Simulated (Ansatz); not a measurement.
Bi2Te3: computed property card

Bi2Te3:
```
Bi2Te3
1.0
    4.35129     0.00000     0.00000
   -2.17565     3.76833     0.00000
    0.00000     0.00000    10.56082
Bi Te
2 3
Direct
  0.33333   0.66667   0.19182
  0.66667   0.33333   0.80818
  0.00000   0.00000   0.00000
  0.33333   0.66667   0.64419
  0.66667   0.33333   0.35581
```

Space group P-3m1 (No. 164), La2O3 or Ni2Al3 type; conventional cell a = b = 4.351 Å, c = 10.561 Å, α = β = 90.00°, γ = 120.00°.

Method: the program Ansatz at the PBEsol level (PAW). Geometry: relaxed at this level of theory. Other levels are named where they apply.

Cell and energy:

```json
{
 "volume_per_atom": "34.63 Å³",
 "density": "7.68 g/cm³",
 "Formation energy from the elements (no fitted shifts)": "-0.21 eV/atom"
}
```

Electronic structure:

```json
{
  "band_gap": "0.47 eV (direct)",
  "valence_band_maximum": "at Γ",
  "conduction_band_minimum": "at Γ",
  "electron_effective_mass": "0.077, 0.077, 0.24 mₑ (principal values)",
  "hole_effective_mass": "0.16, 0.16, 0.22 mₑ (principal values)"
}
```

Mechanics:

```json
{
  "Elastic constants (relaxed ions, GPa)": "C11 = 57.1, C12 = 19.9, C13 = 15.7, C14 = -0.6, C33 = 34.7, C44 = 7.5",
  "mechanical_stability": "stable (all eigenvalues of C positive)",
  "hill_bulk_and_shear_moduli": "27.0 and 12.1 GPa",
  "Young's modulus": "31.6 GPa",
  "Poisson's ratio": "0.30",
  "debye_temperature_from_the_elastic_constants": "128 K"
}
```

Dielectric response:

```json
{
 "Electronic dielectric constant ε∞ (DFPT)": "28.5 (xx = yy), 19.3 (zz)",
 "Born charges (a third of the trace)": "Bi +5.30, Te -4.58 to -3.01 e"
}
```

Phonons:

```json
{
 "Highest zone-centre frequency (without LO–TO term)": "143 cm⁻¹",
 "zone_centre_stability": "no imaginary mode at Γ"
}
```

A made-up cell: these elements were put on the sites of a structure type; neither database checked (COD, Materials Project) lists it. It is not the phase usual at ambient conditions (space group No. 166). The cell was relaxed with PBEsol under the symmetry of its start. The references are the lowest solids computed at this level, not always the standard phases. Scalar-relativistic: spin–orbit coupling is off unless named, which matters more the heavier the elements.

Potentials: the later of the program's two PAW sets.
